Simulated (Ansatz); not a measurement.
The cell below belongs to a search over invented structures; it isn't taken from experiment.

Input and command of a plane-wave DFT calculation in Ansatz:

```yaml
crystal:
  lattice:
    - [3.1418377795, 0.0, 0.0]
    - [-1.5709188897, 2.7209113316, 0.0]
    - [0.0, 0.0, 8.6102576956]
  atoms:
    - { symbol: Li, position: [0.3333333333, 0.6666666667, 0.7986322673] }
    - { symbol: Li, position: [0.6666666667, 0.3333333333, 0.2013677327] }
    - { symbol: Ta, position: [0.0, 0.0, 0.5] }
    - { symbol: Br, position: [0.0, 0.0, 0.0] }
basis:
  ecutwfc: 420
kpoints:
  mp_grid: { grid: [18, 18, 6] }
hamiltonian:
  xc: pbe
scf:
  occupations: { method: gaussian, width: 0.1 }
output:
  forces: true
  stress: true
  eigenvalues: true
  write_density: true
  write_potential: true
  elf: true
  volumetric_format: npy
relax:
  adjacent_minimum: "off"
  f_tol: 0.01
  max_steps: 80
  cell: { stress_tol: 0.05 }
```

```bash
ansatz run input.yaml --threads 1 --pin off --max-ram 2048MiB --backend cpu --events-out ev --progress --plain --runs-dir out
```

Processor: Arm Neoverse V1, 1 thread, on a host shared with other jobs.

**Question.** How long does it run, and how much memory does it take?

**Answer.** About 94 s, peak memory 0.52 GiB. It solves 17 bands at 202 k points (after reduction by symmetry) with about 1433 plane waves (on the last cell), in 37 SCF iterations over 6 ionic steps.
